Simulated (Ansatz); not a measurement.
SrMoO₄:
```cif
data_Mo4O16Sr4
_chemical_formula_sum 'Sr4 Mo4 O16'
_space_group_name_H-M_alt 'I41/a :1'
_space_group_IT_number 88
_space_group_name_Hall 'I 4bw -1bw'
_cell_length_a 5.41127
_cell_length_b 5.41127
_cell_length_c 11.98468
_cell_angle_alpha 90.000
_cell_angle_beta 90.000
_cell_angle_gamma 90.000
loop_
_space_group_symop_operation_xyz
  'x, y, z'
  '-y, x+1/2, z+1/4'
  '-x+1/2, -y+1/2, z+1/2'
  'y+1/2, -x, z+3/4'
  '-x, -y+1/2, -z+1/4'
  'y, -x, -z'
  'x+1/2, y, -z+3/4'
  '-y+1/2, x+1/2, -z+1/2'
  'x+1/2, y+1/2, z+1/2'
  '-y+1/2, x, z+3/4'
  '-x, -y, z'
  'y, -x+1/2, z+1/4'
  '-x+1/2, -y, -z+3/4'
  'y+1/2, -x+1/2, -z+1/2'
  'x, y+1/2, -z+1/4'
  '-y, x, -z'
loop_
_atom_site_label
_atom_site_type_symbol
_atom_site_symmetry_multiplicity
_atom_site_Wyckoff_symbol
_atom_site_fract_x
_atom_site_fract_y
_atom_site_fract_z
_atom_site_occupancy
Sr1 Sr 4 a 0.00000 0.00000 0.00000 1
Mo1 Mo 4 b 0.00000 0.00000 0.50000 1
O1 O 16 f 0.26372 0.36210 0.08153 1
```
(The calculation used a cell of 12 atoms; values per cell refer to that cell.)

Relaxed with r²SCAN. Plane-wave PAW r²SCAN (Ansatz code) gives a gap of 4.16 eV.

### Question
What gap does HSE06 give on the same cell (Ansatz, PAW)?

### Answer
5.25 eV, 1.08 eV more. The hybrid was solved on a coarser mesh and at special points; the gap given is the minimum over both.

```csv
k,v1 r²SCAN,c1 r²SCAN,v1 HSE06,c1 HSE06
Γ,0.00,4.16,0.00,5.25
M,-0.07,4.32,[?],[?]
X,-0.37,4.42,-0.39,5.53
P,-0.40,4.42,[?],[?]
N,-0.19,4.49,[?],[?]
S0,-0.12,4.52,[?],[?]
R,-0.31,4.38,-0.31,5.48
```

### Question
Top valence (v1) and lowest conduction level (c1) in eV from each method's valence maximum (which need not be a listed point): supply the withheld HSE06 values.

### Answer

- M, v1 HSE06: -0.08
- M, c1 HSE06: 5.41
- N, v1 HSE06: -0.19
- N, c1 HSE06: 5.60
- P, v1 HSE06: -0.42
- P, c1 HSE06: 5.53
- S0, v1 HSE06: -0.12
- S0, c1 HSE06: 5.63

Cost on shared cores: the r²SCAN run (SCF on a 7×7×7 mesh, then bands and DOS) roughly 10 core-minutes, the HSE06 run (SCF on 4×4×4, then a few points) very roughly 23 core-minutes; the tasks are unlike.

Space group I4_1/a. The first step of the workflow began from a Materials Project structure, measured or hypothetical; the Crystallography Open Database files this formula in space group No. 88, but the cells were not matched. Its standing as an ambient phase is unchecked. Symmetry was held in the r²SCAN relaxation; whether a distortion lowers the energy is not shown. The run is not spin-polarised. No Hubbard U is applied. Spin–orbit coupling is left out wherever it is not named.

Potentials: the later of the program's two PAW sets.
